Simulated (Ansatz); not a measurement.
Method: DFT PBE, scalar-relativistic, plane waves, PAW in Ansatz 0.2.0. Settings: cutoff 420 eV, Γ-centred meshes spaced at most about 0.3 Å⁻¹ (2π included), Gaussian smearing. No spin polarisation in the final relaxations.

These are static total energies at zero pressure.

Two relaxed structures of AlGa2As3:

A.

Space group I-4m2 (No. 119). a = 4.059 Å, b = 4.059 Å, c = 17.215 Å, α = 90.00°, β = 90.00°, γ = 90.00°
```
atom  site  symmetry       x       y       z
  Al    2b      -4m2  0.5000  0.5000  0.0000
  Ga    4e      2mm.  0.5000  0.5000  0.3334
  As    4f      2mm.  0.5000  0.0000  0.4172
  As    2c      -4m2  0.0000  0.5000  0.2500
```

B.

Space group P6_3mc (No. 186). a = 4.048 Å, b = 4.048 Å, c = 19.990 Å, α = 90.00°, β = 90.00°, γ = 120.00°
| atom | site | symmetry | x | y | z |
| --- | --- | --- | --- | --- | --- |
| Al | 2b | 3m. | 0.3333 | 0.6667 | 0.3329 |
| Ga | 2b | 3m. | 0.3333 | 0.6667 | 0.6669 |
| Ga | 2b | 3m. | 0.3333 | 0.6667 | 0.0000 |
| As | 2b | 3m. | 0.3333 | 0.6667 | 0.1248 |
| As | 2b | 3m. | 0.3333 | 0.6667 | 0.4576 |
| As | 2b | 3m. | 0.3333 | 0.6667 | 0.7918 |

Question: Which would you expect to be lower, and how large is the difference?

Answer: A is lower, by 9 meV/atom. A has Al and Ga ordered on zinc blende sites, space group I-4m2 (No. 119), 23.6 Å³/atom and a gap of 0.64 eV on its mesh; B has Al and Ga ordered on wurtzite sites, space group P6_3mc (No. 186), 23.6 Å³/atom and a gap of 0.52 eV. In A, Al has 4 As at 2.48 Å; around Ga lie 4 As at 2.49 Å; As on a site of symmetry 2mm has 2 Al at 2.48 Å and 2 Ga at 2.49 Å; 1 more site not described. In B, Al is surrounded by 4 As at 2.48–2.49 Å; around Ga on its first site lie 4 As at 2.48–2.50 Å; As on its first site is surrounded by 4 Ga at 2.48–2.50 Å; 3 more sites not described. Both come from invented guesses.

Kohn–Sham gaps at this level usually fall short of measured ones. Cells relaxed within their symmetry can be saddle points.
